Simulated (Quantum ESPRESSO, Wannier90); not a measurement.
**TePb (rock salt), plane waves to Wannier functions**

```xyz
2
Lattice="0.0000 3.2709 3.2709 3.2709 0.0000 3.2709 3.2709 3.2709 0.0000" Properties=species:S:1:pos:R:3 pbc="T T T"
Te     0.0000     0.0000     0.0000
Pb     3.2709     3.2709     3.2709
```

Materials Project entry mp-19717; symmetrised, unrelaxed at this level. COD (Crystallography Open Database) has an entry of this formula and space group (matched by these alone). Level: PBEsol, no spin polarisation, no spin-orbit coupling; pw.x of Quantum ESPRESSO at 66 Ry with PseudoDojo potentials, 8×8×8 k-points, Wannier90. Density: 8×8×8 mesh, Gaussian smearing 0.01 Ry. Spin-orbit coupling is left out although heavy elements are present.

Band 12 is isolated and gives one Wannier function a cell (Pb2 6s 74 %, Te1 5p 14 %, Te1 5s 11 %; spread 4.51 Å²). Its on-site energy is ε = -7.619 eV relative to the valence-band maximum, and its hoppings t(R) = t(−R) to the nearer images are (images within this range that aren't listed have |t| under 5 meV):

| R (lattice vectors; −R alike) | distance (Å) | t (eV) |
|---|---|---|
| 0 0 1 | 4.63 | 0.113 |
| 0 1 -1 | 4.63 | 0.113 |
| 0 1 0 | 4.63 | 0.113 |
| 1 -1 0 | 4.63 | 0.113 |
| 1 0 -1 | 4.63 | 0.113 |
| 1 0 0 | 4.63 | 0.113 |
| 1 -1 -1 | 6.54 | 0.124 |
| 1 -1 1 | 6.54 | 0.124 |
| 1 1 -1 | 6.54 | 0.124 |
| 0 1 -2 | 8.01 | -0.010 |
| 0 1 1 | 8.01 | -0.010 |
| 0 2 -1 | 8.01 | -0.010 |
| 1 -2 0 | 8.01 | -0.010 |
| 1 -2 1 | 8.01 | -0.010 |
| 1 0 -2 | 8.01 | -0.010 |
| 1 0 1 | 8.01 | -0.010 |
| 1 1 -2 | 8.01 | -0.010 |
| 1 1 0 | 8.01 | -0.010 |
| 2 -1 -1 | 8.01 | -0.010 |
| 2 -1 0 | 8.01 | -0.010 |
| 2 0 -1 | 8.01 | -0.010 |

Q: Work out the band energy at Γ, X, U, K from these numbers.

A: For one orbital E(k) = ε + Σ_R 2 t(R) cos(2π k·R), the sum over the listed R.
- Γ, k = (0.000, 0.000, 0.000): E = -7.619 + (0.113)·(12.00) + (0.124)·(6.00) + (-0.010)·(24.00) = -5.76 eV; pw.x: -5.71 eV
- X, k = (0.500, 0.000, 0.500): E = -7.619 + (0.113)·(-4.00) + (0.124)·(6.00) + (-0.010)·(-8.00) = -7.25 eV; pw.x: -7.24 eV
- U, k = (0.625, 0.250, 0.625): E = -7.619 + (0.113)·(-3.66) + (0.124)·(2.00) + (-0.010)·(4.00) = -7.82 eV; pw.x: -7.84 eV
- K, k = (0.375, 0.375, 0.750): E = -7.619 + (0.113)·(-3.66) + (0.124)·(2.00) + (-0.010)·(4.00) = -7.82 eV; pw.x: -7.84 eV

At these points the listed shells miss the plane-wave band by up to 0.05 eV, of a width of 2.69 eV on the path. With all its hoppings the model misses the band by 1.8 meV at worst on the whole path, so most of the miss comes from the hoppings not listed.
